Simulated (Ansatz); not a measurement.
A geometry of ScF₃ away from equilibrium: step 20 of the relaxation of a relaxed ScF3 cell displaced along its unstable phonon at q = (½, ½, ½) of its primitive reciprocal cell (396i cm⁻¹), largest move 0.15 Å. The numbers are results of PBE (plane waves to 420 eV, PAW, scalar-relativistic; Ansatz, an electronic-structure program), not measurements. Γ-centred k-mesh 7×7×7 on the run's cell (coarser than for final values), Fermi–Dirac smearing 0.05 eV.

```
CELL_PARAMETERS angstrom
     -3.96418     3.96418     6.52913
      0.00000     0.00000     6.52913
      0.00000     3.96418     0.00000
ATOMIC_POSITIONS crystal
  F  0.50000 0.43810 0.50000
  F  0.00000 0.56190 0.50000
  F  0.00000 0.28883 0.00000
  F  0.50000 0.71117 0.00000
  F  0.00000 0.93810 0.50000
  F  0.50000 0.06190 0.50000
  Sc 0.00000 0.00775 0.00000
  Sc 0.50000 0.99225 0.00000
```

Task: Give the Cartesian forces on all atoms (eV/Å).

Result: 
```
atom    Fx    Fy     Fz
----  ----  ----  -----
F1    0.00  0.00   0.01
F2    0.00  0.00  -0.01
F3    0.00  0.00   0.05
F4    0.00  0.00  -0.05
F5    0.00  0.00   0.01
F6    0.00  0.00  -0.01
Sc7   0.00  0.00  -0.05
Sc8   0.00  0.00   0.05
```

Task: What is the pressure?

Result: +4.9 GPa, compression positive.

No spin polarisation in the result. No dispersion correction is included, so spacings between layers, chains or molecules are soft and tend to come out too large.

The run could not lose the symmetry of its start, so the end can be a saddle point.

The end of the path is a generated cell of ScF3: the first start was made by placing the elements on the sites of a structure type, and the end was not matched to a known phase here, so it may be hypothetical.
